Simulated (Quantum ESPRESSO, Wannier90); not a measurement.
## Tight-binding from DFT: TiSi₂ (Fddd)

Cell from Materials Project (mp-2582), symmetrised, no further relaxation. COD (Crystallography Open Database) has the formula in 2 space groups, this one among them (matched by group alone). Level: PBEsol, no spin polarisation, no spin-orbit coupling; pw.x of Quantum ESPRESSO at 68 Ry with PseudoDojo potentials, 6×6×6 k-points, Wannier90. Density: 8×8×8 mesh, cold smearing 0.01 Ry.

On the energy scale of pw.x, whose zero is arbitrary, the Fermi level lies at 12.56 eV.

Input w.win:

```
num_bands = 6
num_wann = 6
exclude_bands = 1-2,9-58
num_iter = 800
conv_tol = 1.0e-6
conv_window = 4
write_hr = true
write_u_matrices = true
auto_projections = true
begin unit_cell_cart
ang
    2.3895100000    4.1175150000    0.0000000000
    2.3895100000   -4.1175150000    0.0000000000
   -2.3895100000    0.0000000000   -4.2629000000
end unit_cell_cart
begin atoms_frac
Ti   0.5000000000  0.5000000000  0.0000000000
Ti  -0.2500000000  0.2500000000  0.5000000000
Si  -0.1625700000  0.1625700000  0.0000000000
Si   0.1625700000 -0.1625700000  0.0000000000
Si   0.4125700000 -0.4125700000  0.5000000000
Si   0.0874300000 -0.0874300000  0.5000000000
end atoms_frac
mp_grid = 6 6 6
begin kpoints
0.0000000000 0.0000000000 0.0000000000
0.0000000000 0.0000000000 0.1666666667
0.0000000000 0.0000000000 0.3333333333
... (213 more lines: the 6x6x6 mesh through Gamma)
end kpoints
```

Input of pw2wannier90.x that gives the overlap and projection files (equivalent; here they were cut from one run over all bands):

```
&inputpp
  outdir = './out'
  prefix = 'pwscf'
  seedname = 'w'
  write_amn = .true.
  write_mmn = .true.
  atom_proj = .true.
  atom_proj_exclude = 1 5 6 7 8 9 10 11 15 16 17 18 19 20 21 22 23 24 25 26 27 28 29 30 31 32 33 34 35 36
/
```

Output w.wout (banner and timings cut):

```
                                    ------
                                    SYSTEM
                                    ------

                              Lattice Vectors (Ang)
                    a_1     2.389510   4.117515   0.000000
                    a_2     2.389510  -4.117515   0.000000
                    a_3    -2.389510   0.000000  -4.262900

                   Unit Cell Volume:      83.88401  (Ang^3)

                        Reciprocal-Space Vectors (Ang^-1)
                    b_1     1.314743   0.762983  -0.736961
                    b_2     1.314743  -0.762983  -0.736961
                    b_3     0.000000   0.000000  -1.473923

 *----------------------------------------------------------------------------*
 |   Site       Fractional Coordinate          Cartesian Coordinate (Ang)     |
 +----------------------------------------------------------------------------+
 | ti   1   0.50000   0.50000   0.00000   |    2.38951   0.00000   0.00000    |
 | ti   2  -0.25000   0.25000   0.50000   |   -1.19476  -2.05876  -2.13145    |
 | si   1  -0.16257   0.16257   0.00000   |    0.00000  -1.33877   0.00000    |
 | si   2   0.16257  -0.16257   0.00000   |    0.00000   1.33877   0.00000    |
 | si   3   0.41257  -0.41257   0.50000   |   -1.19476   3.39753  -2.13145    |
 | si   4   0.08743  -0.08743   0.50000   |   -1.19476   0.71999  -2.13145    |
 *----------------------------------------------------------------------------*
                                ------------
                                K-POINT GRID
                                ------------

             Grid size =  6 x  6 x  6      Total points =  216

 *---------------------------------- MAIN ------------------------------------*
 |  Number of Wannier Functions               :                 6             |
 |  Number of Objective Wannier Functions     :                 6             |
 |  Number of input Bloch states              :                 6             |
 |  Output verbosity (1=low, 5=high)          :                 1             |
 |  Timing Level (1=low, 5=high)              :                 1             |
 |  Optimisation (0=memory, 3=speed)          :                 3             |
 |  Length Unit                               :               Ang             |
 |  Post-processing setup (write *.nnkp)      :                 F             |
 |  Using Gamma-only branch of algorithms     :                 F             |
 *----------------------------------------------------------------------------*
 *------------------------------- WANNIERISE ---------------------------------*
 |  Total number of iterations                :               800             |
 |  Number of CG steps before reset           :                 5             |
 |  Trial step length for line search         :             2.000             |
 |  Convergence tolerence                     :         0.100E-05             |
 |  Convergence window                        :                 4             |
 |  Iterations between writing output         :                 1             |
 |  Iterations between backing up to disk     :               100             |
 |  Write r^2_nm to file                      :                 F             |
 |  Write xyz WF centres to file              :                 F             |
 |  Write on-site energies <0n|H|0n> to file  :                 F             |
 |  Use guiding centre to control phases      :                 F             |
 |  Use phases for initial projections        :                 F             |
 *----------------------------------------------------------------------------*
 *-------------------------------- PLOTTING ----------------------------------*
 |  Plotting Hamiltonian in WF basis          :                 T             |
 *----------------------------------------------------------------------------*

       ... (k-mesh section left out)

 Starting a new Wannier90 calculation ...

 Reading overlaps from w.mmn

 Reading projections from w.amn

 *------------------------------- WANNIERISE ---------------------------------*
 +--------------------------------------------------------------------+<-- CONV
 | Iter  Delta Spread     RMS Gradient      Spread (Ang^2)            |<-- CONV
 +--------------------------------------------------------------------+<-- CONV

 ------------------------------------------------------------------------------
 Initial State
  WF centre and spread    1  (  2.389510,  0.000000, -0.000000 )     0.40578886
  WF centre and spread    2  (  2.389510,  0.000000, -0.000000 )     0.40450036
  WF centre and spread    3  (  2.389510, -0.000000, -0.000000 )     0.40198747
  WF centre and spread    4  ( -1.194755, -2.058757, -2.131450 )     0.40578886
  WF centre and spread    5  ( -1.194755, -2.058757, -2.131450 )     0.40450036
  WF centre and spread    6  ( -1.194755, -2.058757, -2.131450 )     0.40198747
  Sum of centres and spreads (  3.584265, -6.176272, -6.394350 )     2.42455338

      0     0.242E+01     0.0000000000        2.4245533599  <-- CONV
        O_D=      0.0000000 O_OD=      0.0009857 O_TOT=      2.4245534 <-- SPRD
 ------------------------------------------------------------------------------
      1    -0.273E-07     0.0000710111        2.4245533327  <-- CONV
        O_D=      0.0000000 O_OD=      0.0009857 O_TOT=      2.4245533 <-- SPRD
      2    -0.229E-09     0.0000107659        2.4245533324  <-- CONV
        O_D=      0.0000000 O_OD=      0.0009857 O_TOT=      2.4245533 <-- SPRD
      3    -0.272E-10     0.0000053555        2.4245533324  <-- CONV
        O_D=      0.0000000 O_OD=      0.0009857 O_TOT=      2.4245533 <-- SPRD
      4    -0.862E-13     0.0000026821        2.4245533324  <-- CONV
        O_D=      0.0000000 O_OD=      0.0009857 O_TOT=      2.4245533 <-- SPRD
             <<<     Delta < 1.000E-06  over  4 iterations     >>>
             <<< Wannierisation convergence criteria satisfied >>>
 Final State
  WF centre and spread    1  (  2.389510,  0.000000, -0.000000 )     0.40578845
  WF centre and spread    2  (  2.389510,  0.000000, -0.000000 )     0.40450044
  WF centre and spread    3  (  2.389510, -0.000000, -0.000000 )     0.40198777
  WF centre and spread    4  ( -1.194755, -2.058757, -2.131450 )     0.40578846
  WF centre and spread    5  ( -1.194755, -2.058757, -2.131450 )     0.40450045
  WF centre and spread    6  ( -1.194755, -2.058757, -2.131450 )     0.40198778
  Sum of centres and spreads (  3.584265, -6.176272, -6.394350 )     2.42455335

         Spreads (Ang^2)       Omega I      =     2.423567621
        ================       Omega D      =     0.000000003
                               Omega OD     =     0.000985708
    Final Spread (Ang^2)       Omega Total  =     2.424553332
```
